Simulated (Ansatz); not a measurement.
SrTiO3:
```xyz
5
Lattice="3.9068 0.0000 0.0000 0.0000 3.9068 0.0000 0.0000 0.0000 3.9068" Properties=species:S:1:pos:R:3 pbc="T T T"
Sr     0.0000     0.0000     0.0000
Ti     1.9534     1.9534     1.9534
O      0.0000     1.9534     1.9534
O      1.9534     1.9534     0.0000
O      1.9534     0.0000     1.9534
```

Relaxed with r²SCAN. Special points in fractions of this cell's reciprocal vectors: Γ (0.000, 0.000, 0.000); X (0.000, 0.500, 0.000); M (0.500, 0.500, 0.000); R (0.500, 0.500, 0.500).

List the band energies nearest the valence-band maximum at these points for DFT-r²SCAN in the program Ansatz with PAW potentials.

In eV from the valence-band maximum; about four levels below and three above (degenerate sets whole), none deeper than 8.9 eV; points with the same levels are listed once.

```csv
k,below,above
Γ,-1.21 -1.21 -1.21 -0.37 -0.37 -0.37,2.26 2.26 2.26
X,-2.36 -2.36 -1.99 -0.75 -0.75,2.42 4.15 4.15
M,-1.77 -1.59 -1.59 -0.08,4.16 4.16 4.64
R,-3.77 -3.77 -3.77 0.00 0.00 0.00,4.85 4.85 4.85
```

Space group Pm-3m (cubic perovskite). Symmetry was held in the r²SCAN relaxation. At this level the phase is dynamically unstable (imaginary phonons). The run is not spin-polarised. Spin–orbit coupling is left out wherever it is not named.

Potentials: the later of the program's two PAW sets.
